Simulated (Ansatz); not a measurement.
MgO:
Space group Fm-3m (No. 225); a = b = c = 4.208 Å, α = β = γ = 90.00°

| atom | site | symmetry | x | y | z |
|---|---|---|---|---|---|
| Mg | 4a | m-3m | 0.0000 | 0.0000 | 0.0000 |
| O | 4b | m-3m | 0.5000 | 0.5000 | 0.5000 |
(The calculation used a cell of 2 atoms; values per cell refer to that cell.)

Relaxed with r²SCAN.

Decompose the optical modes at the zone centre into irreducible representations, and say which are infrared and Raman allowed.

Point group m-3m: Γ_opt = T1u. Infrared: T1u. Raman: none.

Assign frequencies (DFPT, r²SCAN (plane waves, PAW; program Ansatz); without the LO–TO term).

T1u 398 cm⁻¹.

The cell was relaxed with r²SCAN under the symmetry of its start; phonons on a q-mesh show no instability.

Potentials: the earlier of the program's two PAW sets.
